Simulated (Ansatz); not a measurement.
ZrSeS:
```yaml
crystal:
  lattice:
    - [3.73802, 0.00000, 0.00000]
    - [-1.86901, 3.23722, 0.00000]
    - [0.00000, 0.00000, 6.10564]
  atoms:
    - { symbol: Zr, position: [0.00000, 0.00000, 0.01273] }
    - { symbol: Se, position: [0.66667, 0.33333, 0.74804] }
    - { symbol: S, position: [0.33333, 0.66667, 0.23923] }
```

Relaxed with r²SCAN+D4. Independent-particle spectrum: no excitons, no local fields, no scissors shift; 0.1 eV broadening; ε₁ of the summed bands alone.

Problem. Tabulate the dielectric function from the program Ansatz at the r²SCAN+D4 level (PAW).

Solution. 

```csv
E (eV),ε₁ xx,ε₂ xx,ε₁ zz,ε₂ zz
0.0,11.43,0.00,7.67,0.00
0.5,11.76,0.00,7.80,0.00
1.0,13.04,0.00,8.27,0.00
1.5,18.15,0.49,9.64,0.00
2.0,20.72,11.54,11.11,6.28
2.5,-1.71,21.34,7.18,5.63
3.0,-0.24,5.91,5.40,4.14
3.5,3.53,3.17,6.00,3.39
4.0,7.44,4.32,6.55,2.95
4.5,5.49,6.60,8.59,4.20
5.0,6.26,10.00,8.24,7.31
5.5,3.04,10.82,4.76,9.73
6.0,-0.35,10.03,3.43,7.84
6.5,-3.48,6.26,0.03,7.09
7.0,-2.59,4.47,-0.03,5.43
7.5,-0.43,3.40,1.79,4.97
8.0,-0.61,2.94,1.38,5.23
8.5,-0.08,2.86,-0.39,5.08
9.0,0.66,3.00,-0.09,4.85
9.5,-0.11,3.40,-1.72,4.36
10.0,-0.09,3.54,-1.25,4.40
10.5,-0.61,3.55,-1.39,2.36
11.0,-0.98,2.37,-0.43,2.16
11.5,-0.26,2.01,-0.26,2.40
12.0,-0.05,2.33,-0.19,2.22
```

Problem. From ε at 2.1 eV (xx: 20.32 + 15.36i), find n, k, the normal reflectivity and the absorption coefficient.

Solution. n = 4.78, k = 1.605, R = 47 %, α = 2kE/ħc = 340000 cm⁻¹.

With all bands, ε∞ without local fields is 11.5 (xx = yy), 7.71 (zz). DFPT, with local fields, gives 11.2 (xx = yy), 5.31 (zz).

Space group P3m1. The first step of the workflow began from a Materials Project structure, measured or hypothetical; the Crystallography Open Database copy checked does not list it. With Se and S taken as one species the cell has the higher symmetry P-3m1, so it may be an ordered model of a mixed-site phase. Whether it is the stable phase at ambient conditions was not checked. The cell was relaxed with r²SCAN+D4 under the symmetry of its start; its stability against distortions is not shown here. No spin polarisation was allowed. Spin–orbit coupling is left out wherever it is not named.

Potentials: the later of the program's two PAW sets.
